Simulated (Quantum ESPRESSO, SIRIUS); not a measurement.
# One calculation of HPbNO4, 6 ways

```
H Pb N O
1.0
     3.85707    0.00178   -0.03658
     0.17353    4.33436   -0.01647
     0.75803    0.83873    5.87662
H Pb N O
1 1 1 4
Cartesian
  2.6784 4.0493 1.1289
  3.2640 2.7055 5.3570
  3.1776 1.4531 2.9117
  1.3252 2.6900 4.5562
  2.9731 4.6255 2.8902
  2.3661 4.0462 0.1903
  3.3249 2.1006 1.8421
```

The cell comes from a database or a generator and needn't be the stable form of this composition.

Alike in all runs: task single point; functional PBE; k mesh 3 × 3 × 2; occupations fermi-dirac, width 0.05 eV; no spin polarisation; no spin-orbit coupling. Pressure is positive in compression and, in plane waves, holds the error of the finite cutoff.

```tsv
program and potentials	plane-wave cutoff (eV)	notes	pressure (GPa)	largest force (eV/Å)
SIRIUS, in-house norm-conserving set, PBE (scalar relativistic)	1254	-	0.14	0.115
Quantum ESPRESSO, SG15 PBE 1.2	1197	-	0.31	0.121
SIRIUS, JTH 2.0 PBE (PAW)	871	-	-0.06	0.155
SIRIUS, PseudoDojo 0.4.1 PBE standard (scalar relativistic)	1152	-	0.38	0.240
SIRIUS, GBRV 1.5 PBE (ultrasoft)	557	-	0.41	0.390
SIRIUS, SSSP 1.3.0 PBE efficiency	828	-	?	?
```

Question: Estimate from the other rows what the run with SIRIUS, SSSP 1.3.0 PBE efficiency gave.

Answer: Pressure 0.26 GPa; largest force 0.129 eV/Å. The other rows, which needn't bracket it: pressure -0.06 to 0.41; largest force 0.115 to 0.390.
